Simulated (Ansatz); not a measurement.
TaAl (CsCl type, Pm-3m), a = b = c = 3.2255 Å, α = β = γ = 90.00°.

Relaxed with PBE in the plane-wave PAW code Ansatz. Indices refer to the conventional cell of Pm-3m, a = 3.225 Å, b = 3.225 Å, c = 3.225 Å, α = 90.00°, β = 90.00°, γ = 90.00°.

Problem. Simulate the powder diffraction pattern (Cu Kα, λ = 1.54184 Å; lines above 1 %) up to 2θ = 90°.

Solution. Simulated powder pattern, Cu Kα, λ = 1.54184 Å (kinematic, ideal powder, no thermal factors, no anomalous dispersion; the 30 strongest lines at most, above 1 %, up to 2θ = 90°):

```csv
2θ (°),d (Å),I/Imax (%),hkl
27.66,3.225,68,(100)
39.51,2.281,100,(110)
48.91,1.862,20,(111)
57.11,1.613,17,(200)
64.61,1.442,27,(210)
71.67,1.317,36,(211)
85.07,1.140,12,(220)
```

The start of the workflow was typed in or built on a structure type; neither database checked (COD, Materials Project) lists it. Its standing as an ambient phase is unchecked. Symmetry was held in the PBE relaxation; whether a distortion lowers the energy is not shown. No spin polarisation was allowed. Spin–orbit coupling is left out wherever it is not named.

Potentials: the earlier of the program's two PAW sets.
